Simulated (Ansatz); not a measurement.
Cold compression of In2Au

```xyz
3
Lattice="0.0000 3.2510 3.2510 3.2510 0.0000 3.2510 3.2510 3.2510 0.0000" Properties=species:S:1:pos:R:3 pbc="T T T"
In    1.6255    1.6255    1.6255
In    4.8765    4.8765    4.8765
Au    0.0000    0.0000    0.0000
```

The base volume is that of a database entry, so it needn't be at zero pressure; the structure needn't be the stable phase, at rest or compressed.

Its volume is scaled at fixed shape and fractional positions.

Computed with Ansatz 0.2.0; functional PBEsol, scalar-relativistic. Settings: a Γ-centred 10×10×10 k mesh, Fermi–Dirac smearing of 0.05 eV, no spin polarisation. Methods: LAPW: all electrons, basis error target 1 meV/atom; PAW: frozen-core files, cutoff 420 eV; crystal datasets: all electrons, by PAW datasets that the program makes for each cell.

Energies are extrapolated to zero smearing and count from the unscaled cell; pressure is positive in compression; gaps take the mesh and a band path. No temperature or zero-point motion is included.

Spin–orbit coupling is left out, which matters for the heavy atoms. The PAW files were made under PBE. The structure type is held throughout; the real material can change phase at far lower pressure.

```tsv
V/V0	V (Å³/atom)	P LAPW (GPa)	ΔE LAPW (eV/atom)	P PAW − LAPW (GPa)	ΔE PAW − LAPW (meV/atom)
1.00	22.91	?	0.000	0.00	0.0
0.50	11.45	353.1	6.368	0.49	5.4
0.45	10.31	525.4	9.463	0.75	9.8
0.40	9.16	798.4	14.116	1.03	16.2
```

Q: Give the missing entry: row "1.00", column "P LAPW (GPa)".

A: 1.08.

Q: From the table, what is the rise of the enthalpy H = E + pV up to the last row, and how stiff is the crystal between the last two rows?

A: ΔH = 14.116 eV + (798.4 GPa × 9.16 Å³ − 1.08 GPa × 22.91 Å³) × 0.006242 eV/(GPa·Å³) = 59.62 eV/atom, of which pV makes 76 %. The mean bulk modulus there is −ΔP/Δln V = 2320 GPa.

Q: At the smallest volume, how far do crystal datasets lie from LAPW in pressure?

A: crystal datasets: 0.00 GPa, on a LAPW pressure of 798.4 GPa.

Q: How do the Löwdin populations by LAPW change from the unscaled cell to the last row?

A: In 4s 1.99 → 1.93, In 5s 1.23 → 0.88, In 4p 5.99 → 5.96, In 5p 2.07 → 2.69, In 4d 9.99 → 9.93, Au 5s 1.96 → 1.85, Au 6s 0.81 → 0.63, Au 5d 9.58 → 9.62 electrons an atom. These are projections on the shells that the free atoms fill; 0.13 e a cell lies outside them at the start and 0.16 e at the end.
